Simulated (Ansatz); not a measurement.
Bi₂Pt:
```xyz
3
Lattice="3.4595 1.9978 0.0000 -3.4595 1.9978 0.0000 -0.0004 0.0000 5.5522" Properties=species:S:1:pos:R:3 pbc="T T T"
Bi    -1.1534     1.9978     4.0669
Bi     1.1530     1.9978     1.4853
Pt     0.0000     0.0000     0.0000
```

Relaxed with LDA. Special points in fractions of this cell's reciprocal vectors: Γ (0.000, 0.000, 0.000); C (0.333, 0.333, 0.000); C2 (-0.333, 0.667, 0.000); Y2 (-0.500, 0.500, 0.000); M2 (-0.500, 0.500, 0.500); D (-0.333, 0.667, 0.500); D2 (0.333, 0.333, 0.500); A (0.000, 0.000, 0.500); L2 (0.000, 0.500, 0.500); V2 (0.000, 0.500, 0.000).

Task: List the band energies nearest the Fermi level at these points for DFT-LDA in the program Ansatz with PAW potentials.

Result: In eV from the Fermi level; about four levels below and three above (degenerate sets whole), none deeper than 8.9 eV; points with the same levels are listed once.

```csv
k,below,above
Γ,-4.31 -4.31 -3.04 -3.04 -2.23,2.17 2.17 3.03 3.03
C,-2.83 -0.73 -0.24 -0.24,0.75 0.75 3.18
Y2,-2.37 -2.15 -1.99 -1.35,1.10 4.60 5.24
M2,-2.75 -2.73 -2.50 -0.05,0.91 1.97 2.90
D,-2.95 -2.80 -1.82 -1.82,4.42 4.42 7.37 7.37
A,-3.05 -3.05 -0.86 -0.40,1.31 1.31 4.34 4.35
L2,-2.75 -2.73 -2.50 -0.04,0.91 1.97 2.90
```

Space group P-3m1. The workflow started from a Materials Project entry (that database holds measured and hypothetical structures alike); the Crystallography Open Database copy checked does not list it. COD files the formula under space group No. 205. Its standing as an ambient phase is unchecked. The cell was relaxed with LDA under the symmetry of its start; its stability against distortions is not shown here. No spin polarisation was allowed. Point labels and valley counts follow the cell and symmetry of the run, lower than the named group. Scalar-relativistic: spin–orbit coupling is off unless named, which matters more the heavier the elements.

Potentials: the later of the program's two PAW sets.
